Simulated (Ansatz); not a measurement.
The relaxed structure here is a generated cell of AlRu: the first start was made by placing the elements on the sites of a structure type, and the end was not matched to a known phase here, so it may be hypothetical.

A relaxed cell of AlRu (Pbcm (No. 57)), relaxed on a k-mesh at least as fine as the one used below. Computed with PBEsol (plane waves to 420 eV, PAW, scalar-relativistic; Ansatz, a program for electronic structure). Γ-centred k-mesh 6×7×7 on the run's cell (coarser than for final values), Fermi–Dirac smearing 0.05 eV.

```
AlRu
1.0
    5.24911     0.00000     0.00000
    0.00000     4.67079     0.00000
    0.00000     0.00000     4.45763
Ru Al
4 4
Direct
  0.36179   0.07059   0.25000
  0.36179   0.42941   0.75000
  0.63821   0.57059   0.25000
  0.63821   0.92941   0.75000
  0.86140   0.06861   0.25000
  0.86140   0.43139   0.75000
  0.13860   0.56861   0.25000
  0.13860   0.93139   0.75000
```

The atoms are displaced by (Å):

```json
[
 {"atom": "Ru1", "ux": "0.057", "uy": "0.084", "uz": "0.021"},
 {"atom": "Ru2", "ux": "-0.204", "uy": "0.128", "uz": "0.154"},
 {"atom": "Ru3", "ux": "0.065", "uy": "-0.142", "uz": "0.015"},
 {"atom": "Ru4", "ux": "-0.001", "uy": "-0.068", "uz": "-0.096"},
 {"atom": "Al5", "ux": "-0.100", "uy": "0.039", "uz": "-0.035"},
 {"atom": "Al6", "ux": "-0.013", "uy": "0.099", "uz": "0.084"},
 {"atom": "Al7", "ux": "-0.101", "uy": "-0.061", "uz": "0.001"},
 {"atom": "Al8", "ux": "-0.039", "uy": "0.010", "uz": "-0.006"}
]
```

Task: What forces (eV/Å) and pressure result?

Result: 
| atom | Fx | Fy | Fz |
|---|---|---|---|
| Ru1 | -1.46 | -1.57 | -0.35 |
| Ru2 | 2.51 | -1.36 | -1.51 |
| Ru3 | -2.09 | 2.29 | 0.70 |
| Ru4 | -0.32 | 1.21 | 0.84 |
| Al5 | 1.20 | -1.19 | -0.15 |
| Al6 | -0.56 | -0.94 | -0.69 |
| Al7 | 0.56 | 0.76 | 1.22 |
| Al8 | 0.15 | 0.79 | -0.07 |

Pressure +5.2 GPa.

Task: Estimate the energy cost of the displacement in the harmonic approximation and compare with the calculation.

Result: For a harmonic well ΔE = −½ Σ F·u = 1.079 eV a cell, or 135 meV/atom. The calculated energy relative to the undisplaced cell is +0.13 eV/atom, so the harmonic estimate holds well.

No spin polarisation in the result.

The run that gave the undisplaced cell could not lose the symmetry of its start; a randomly shaken copy of 8 atoms returns to this structure.
